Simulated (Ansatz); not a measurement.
BaTiO3 in space group P4mm (No. 99; Ba on 1b, Ti on 1a, O on 2c, O on 1a) under volume change, plane-wave PAW LDA (Ansatz code), shape and atoms relaxed at each volume.

```json
[
 {"V (Å³/atom)": "11.155", "E − E(relaxed) (meV/atom)": "[?]", "P (GPa)": "[?]"},
 {"V (Å³/atom)": "11.523", "E − E(relaxed) (meV/atom)": "25.7", "P (GPa)": "12.40"},
 {"V (Å³/atom)": "11.891", "E − E(relaxed) (meV/atom)": "5.8", "P (GPa)": "5.29"},
 {"V (Å³/atom)": "12.259", "E − E(relaxed) (meV/atom)": "0.0", "P (GPa)": "0.00"},
 {"V (Å³/atom)": "12.626", "E − E(relaxed) (meV/atom)": "4.8", "P (GPa)": "-3.96"},
 {"V (Å³/atom)": "12.994", "E − E(relaxed) (meV/atom)": "[?]", "P (GPa)": "[?]"},
 {"V (Å³/atom)": "13.362", "E − E(relaxed) (meV/atom)": "34.8", "P (GPa)": "-8.35"}
]
```

Task: Complete the blanks.

Result: 
- 12.994, E − E(relaxed) (meV/atom): 17.3
- 12.994, P (GPa): -6.75
- 11.155, E − E(relaxed) (meV/atom): 63.8
- 11.155, P (GPa): 21.04

Task: What does a third-order Birch–Murnaghan fit give for V₀, B₀ and B′?

Result: V₀ = 12.26 Å³/atom, B₀ = 149 GPa, B′ = 9.0.

The LDA relaxation kept the symmetry of its start. At this level the phase is dynamically unstable (imaginary phonons). The run is not spin-polarised. Scalar-relativistic: spin–orbit coupling is off unless named, which matters more the heavier the elements.

Potentials: the earlier of the program's two PAW sets. The files were generated under PBE; for other functionals the program regenerates the frozen cores, and for LDA and PBEsol the local potential too.
